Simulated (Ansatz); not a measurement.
# Si3N4: do energies and stresses tell the same story?

Level of theory: DFT r2SCAN, scalar-relativistic, plane waves, PAW (Ansatz 0.2.0).

Cutoff 500 eV; k points 6×6×6 on the computed 14-atom cell (Γ-centred); Gaussian smearing, width 0.02 eV; no spin polarisation.

Relaxed cell: I-43d, a = 6.442 Å, b = 6.442 Å, c = 6.442 Å, α = 90.00°, β = 90.00°, γ = 90.00°, 14 atoms in the primitive cell. This form isn't the usual stable structure of the compound.

Energies at zero smearing and pressures from the stress tensor, at volumes with shape and atoms relaxed:
```csv
V (Å³/atom),E − E(first) (meV/atom),P (GPa)
8.404,0.00,43.31
8.690,-65.73,30.42
8.977,-109.67,18.96
9.263,-134.36,8.87
9.550,-142.16,0.04
9.836,-135.21,-7.64
10.123,-115.45,-14.31
10.505,-72.07,-21.84
```

Question: Check P = −dE/dV between neighbouring volumes, and get the bulk modulus from the pressures alone.

Answer: With 1 eV/Å³ = 160.2 GPa:
| middle V (Å³/atom) | −ΔE/ΔV (GPa) | mean P (GPa) |
| --- | --- | --- |
| 8.547 | 36.758 | 36.867 |
| 8.833 | 24.576 | 24.692 |
| 9.120 | 13.806 | 13.916 |
| 9.406 | 4.362 | 4.457 |
| 9.693 | -3.884 | -3.797 |
| 9.979 | -11.051 | -10.973 |
| 10.314 | -18.195 | -18.073 |

The two differ by 0.12 GPa at most. The mean of two end pressures misses the average over a step by about ΔV² P″/12, up to 0.13 GPa here; with that taken off 0.02 GPa remains. Around V = 9.550 Å³/atom, the two neighbours give B = −V ΔP/ΔV = 9.550 × 16.51 / 0.573 = 275.1 GPa, against B0 = 272.9 GPa from the Birch–Murnaghan fit of the energies.

Cost: 9 runs of about 19 core-minutes in all, on Intel Xeon Processor @ 2.50GHz (Skylake/Cascade Lake) (shared hosts).